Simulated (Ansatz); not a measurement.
## Notes on BaTiO3

```xyz
10
Lattice="4.0079 0.0000 4.0079 0.0000 4.0079 0.0000 4.0079 0.0000 -4.0079" Properties=species:S:1:pos:R:3 pbc="T T T"
Ba    2.0040    2.0040   -2.0040
Ba    2.0040    2.0040    2.0040
Ti    0.0000    0.0000    0.0000
Ti    4.0079    0.0000    0.0000
O     2.0040    0.0000    0.0000
O     6.0119    0.0000    0.0000
O     0.0000    2.0040    0.0000
O     4.0079    2.0040    0.0000
O     4.0079    0.0000   -2.0040
O     4.0079    0.0000    2.0040
```

The numbers come from plane-wave PAW DFT (Ansatz): PBE, with U_eff = 3.71 eV on Ti d (atomic projectors), no spin polarisation, 420 eV, 5×6×5 Γ-centred k points, fermi-dirac occupations (width 0.1 eV). Nothing was relaxed.

Which element gives electrons and which takes them?

Bader charges in e: Ba +1.53, Ti +2.29, O -1.27. In the mean Ti gives up most and O takes most.

What do density and ELF say about some of the short contacts?

Ti–O at 2.00 Å: least valence density 0.64 e/Å³ and ELF 0.21 there. Ba–O at 2.83 Å: least valence density 0.17 e/Å³ and ELF 0.09 there, a closed-shell (ionic or weak) contact. These are pseudo-fields; inside the PAW spheres they differ from the all-electron ones.

Is the cell too large or too small?

The pressure is 3.2 GPa (compression positive), so with the atoms held at these fractions the cell would first expand.

What is the character of the valence top and the conduction bottom?

Within 0.7 eV of the edges, the states project mainly on O p (94 %) below the gap and on Ti d (90 %) above it.

Is there a gap, and of what kind?

The gap is 2.08 eV, indirect (the least direct gap found is 2.13 eV).

Origin: a database entry at a rescaled volume.
